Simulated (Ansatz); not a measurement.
TiB₂ (MoSi2 or CaC2 type, space group No. 139) at seven volumes, plane-wave PAW PBEsol (Ansatz code), shape and atoms relaxed at each. One row is withheld.

```csv
V (Å³/atom),P (GPa)
9.055,19.29
9.353,11.91
9.652,5.52
9.950,0.00
10.249,-4.75
10.547,?
10.846,-12.37
```

Problem. Fit the shown pressures and predict the withheld one.

Solution. Third-order Birch–Murnaghan: P = (3/2)B₀(x^(7/2) − x^(5/2))[1 + (3/4)(B′ − 4)(x − 1)] with x = (V₀/V)^(2/3). Least squares on the six rows gives V₀ = 9.951 Å³/atom, B₀ = 170.1 GPa, B′ = 3.91. At V = 10.547, x = 0.9620 and P = -8.83 GPa. The run itself gave -8.85 GPa.

Space group I4/mmm (MoSi2 or CaC2 type). A made-up cell: these elements were put on the sites of a structure type; neither database checked (COD, Materials Project) lists it. It is not the phase usual at ambient conditions (space group No. 191). The PBEsol relaxation kept the symmetry of its start; its stability against distortions is not shown here. The run is not spin-polarised.

Potentials: the later of the program's two PAW sets.
